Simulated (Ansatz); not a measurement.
LaSi in space group Pnma (No. 62; La on 4c, Si on 4c) at seven volumes, plane-wave PAW LDA (Ansatz code), shape and atoms relaxed at each. One row is withheld.

```tsv
V (Å³/atom)	P (GPa)
22.037	8.40
22.763	5.22
23.490	2.42
24.216	-0.02
24.943	?
25.669	-4.02
26.396	-5.64
```

Task: Fit the shown pressures and predict the withheld one.

Result: P = (3/2)B₀(x^(7/2) − x^(5/2))[1 + (3/4)(B′ − 4)(x − 1)] with x = (V₀/V)^(2/3). Least squares on the six rows gives V₀ = 24.211 Å³/atom, B₀ = 76.0 GPa, B′ = 3.47. At V = 24.943, x = 0.9803 and P = -2.15 GPa. The run itself gave -2.16 GPa.

The workflow started from an entry of the Crystallography Open Database (COD). Its standing as an ambient phase is unchecked. The LDA relaxation kept the symmetry of its start; of distortions, only those at the zone centre were tested. Scalar-relativistic: spin–orbit coupling is off unless named, which matters more the heavier the elements.

Potentials: the later of the program's two PAW sets.
